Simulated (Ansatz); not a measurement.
Values for one crystal, relaxed and computed with DFT-PBE in the program Ansatz with PAW potentials; other levels are named.

| Property | Result |
|---|---|
| Volume per atom | 34.63 Å³ |
| Band gap | 2.32 eV (indirect) |
| Formation energy from the elements (no fitted shifts) | -1.08 eV/atom |
| Conduction-band minimum | at Γ |
| Valence-band maximum | at X |
| Smallest direct gap on the standard path | 2.50 eV |

**Question.** Pick the material that matches.
A. HfO2, P4_2/nmc (Hf on 2a, O on 4d)
B. K2S, anti-fluorite
C. PtS2, CdI2 type
D. YN, rock salt

**Answer.** B, K2S, anti-fluorite

Space group Fm-3m (anti-fluorite). The cell was relaxed with PBE under the symmetry of its start. The references are the lowest solids computed at this level, not always the standard phases.

Potentials: the later of the program's two PAW sets.
